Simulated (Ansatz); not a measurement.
Input and command of a plane-wave DFT calculation in Ansatz:

```yaml
crystal:
  lattice:
    - [3.2308449063, 0.0, 0.0]
    - [-1.6154224532, 2.7979937646, 0.0]
    - [0.0, 0.0, 5.1835962425]
  atoms:
    - { symbol: Ga, position: [0.3333333333, 0.6666666667, 0.9991101046] }
    - { symbol: Ga, position: [0.6666666667, 0.3333333333, 0.4991101046] }
    - { symbol: "N", position: [0.3333333333, 0.6666666667, 0.3758898954] }
    - { symbol: "N", position: [0.6666666667, 0.3333333333, 0.8758898954] }
basis:
  ecutwfc: 500
kpoints:
  mp_grid: { grid: [12, 12, 6] }
hamiltonian:
  xc: r2scan
scf:
  occupations: { method: gaussian, width: 0.05 }
output:
  forces: true
  stress: true
  eigenvalues: true
```

```bash
ansatz run input.yaml --threads 2 --pin off --max-ram 5120MiB --backend cpu --events-out ev --progress --plain --runs-dir out
```

Processor: Oxide Virtual Turin-like Processor (Zen 5), 2 threads, on a host shared with other jobs.

Problem. Estimate time, memory and problem size.

Solution. About 9.2 s on 2 threads of Oxide Virtual Turin-like Processor (Zen 5) (shared host), peak memory 0.53 GiB. It solves 22 bands at 76 k points (the mesh reduced by symmetry) with about 1165 plane waves, in 8 SCF iterations.
